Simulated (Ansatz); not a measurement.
The relaxed structure here is a generated cell of MoS2: the first start was made by placing the elements on the sites of a structure type, and the end was not matched to a known phase here, so it may be hypothetical. Known forms of MoS2 include space group No. 160, 194.

One starting cell of MoS₂ (a generated trial cell of MoS2 in the pyrite structure type) was relaxed twice with Ansatz (plane waves, PAW, scalar-relativistic): with r2SCAN at 500 eV and with PBE at 420 eV. The r2SCAN result:

Space group Pa-3 (No. 205); a = 5.9822 Å, b = 5.9822 Å, c = 5.9822 Å, α = 90.00°, β = 90.00°, γ = 90.00°

| atom | site | symmetry | x | y | z |
|---|---|---|---|---|---|
| Mo | 4a | .-3. | 0.0000 | 0.0000 | 0.0000 |
| S | 8c | .3. | 0.3707 | 0.3707 | 0.3707 |

| quantity | r2SCAN | PBE |
|---|---|---|
| space group | Pa-3 | Pa-3 |
| volume (Å³/atom) | 17.84 | (withheld) |
| a (Å) | 5.982 | (withheld) |
| gap (eV, no spin-orbit coupling) | 0.00 | (withheld) |
| spin order | ferromagnetic | (withheld) |
| net moment (μB/atom) | 0.67 | (withheld) |

Problem. What does PBE give for the same quantities?

Solution. 
- volume (Å³/atom), PBE: 17.63
- a (Å), PBE: 5.959
- gap (eV, no spin-orbit coupling), PBE: 0.00
- spin order, PBE: ferromagnetic
- net moment (μB/atom), PBE: 0.58

Both levels end in the same structure; PBE's volume is 1.2 % smaller. Neither column is exact.

Spin states reached: ferromagnetic; spin orders were not searched systematically.

The run could not lose the symmetry of its start; a randomly shaken copy of 12 atoms returns to this structure.

Ansatz is an electronic-structure program.
